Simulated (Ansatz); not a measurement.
CsI (CsCl type, space group No. 221), plane-wave PAW PBE (Ansatz code). The conduction-band minimum lies at Γ, with 1 equivalent valley. Second derivatives d²E/dk² of the lowest band at one valley (eV·Å²), along Cartesian directions:

```tsv
direction	d²E/dk²
[100]	26.07
[010]	26.07
[001]	26.07
[110]	26.07
[101]	26.07
[011]	26.07
```

**Question.** Find the principal effective masses, the density-of-states mass and the conductivity mass.

**Answer.** Off-diagonal terms follow from H_xy = H[110] − (H_xx + H_yy)/2, and m*/mₑ = 7.620 eV·Å² over each eigenvalue: 0.29, 0.29, 0.29. One valley's DOS mass (m₁m₂m₃)^(1/3) = 0.29, conductivity mass 3/(Σ 1/mᵢ) = 0.29 mₑ.

**Question.** What effective density of states Nc follows at 300 K for parabolic valleys?

**Answer.** Nc = 2.509e19 × 1 × (0.29)^(3/2) ≈ 3.9e18 cm⁻³.

Space group Pm-3m (CsCl type). The PBE relaxation kept the symmetry of its start. Spin–orbit coupling is left out wherever it is not named.

Potentials: the later of the program's two PAW sets.

Edges and masses are those of Kohn–Sham bands, whose gap is no quasiparticle gap.
